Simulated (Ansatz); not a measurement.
**GaN: from a starting cell to a relaxed one**

The start is a generated cell, GaN built in the zincblende structure type. A full variable-cell relaxation at zero pressure is run with PBE (plane waves to 420 eV, PAW, scalar-relativistic; Ansatz, a first-principles code). First-step values are on the input's coarse k-mesh.

Ansatz input (later rounds restart from its end on a renewed k-mesh):
Ansatz 0.2 input:
```yaml
crystal:
  lattice:
    - [0, 2.26182, 2.26182]
    - [2.26182, 0, 2.26182]
    - [2.26182, 2.26182, 0]
  atoms:
    - { symbol: N, position: [0.75, 0.75, 0.75] }
    - { symbol: Ga, position: [0, 0, 0] }
basis: { ecutwfc: 420, ecutrho_ratio: 4, xc_grid: 2, fft_grid_basis: typed }
kpoints: { mp_grid: { grid: [9, 9, 9] } }
hamiltonian:
  xc: pbe
  dispersion: none
  pseudopotentials: { kind: paw }
scf: { occupations: { method: fermi_dirac, width: 0.05 } }
relax: { f_tol: 0.01, max_steps: 100, cell: { stress_tol: 0.02 } }
output: { forces: true, stress: true }
```

**Question.** What pressure does the first self-consistent step give?

**Answer.** +2.9 GPa (positive: the cell is compressed).

**Question.** How much energy is released per atom?

**Answer.** 2 meV/atom.

**Question.** How does the volume per atom move from start to end?

**Answer.** +1.7 %, from 11.57 to 11.76 Å³/atom.

**Question.** How do the shortest distances between atoms change?

**Answer.** The closest pairs of elements (up to four, under 3.6 Å), start → end: Ga–N 1.96 → 1.97 Å; N–N 3.20 → 3.22 Å; Ga–Ga 3.20 → 3.22 Å.

**Question.** Is the relaxed structure metallic? Give its gap.

**Answer.** 1.54 eV, direct at Γ (no spin-orbit coupling).

The space group stays F-43m (No. 216) (the run could not lower it); the end is zinc blende type, with 2 atoms in the primitive cell. Final values are on a 12×12×12 k-mesh of the relaxed cell. No spin polarisation in the result.

The run could not lose the symmetry of its start; a randomly shaken copy of 2 atoms returns to this structure.

All atoms sit on sites fixed by symmetry, so only the cell could relax.
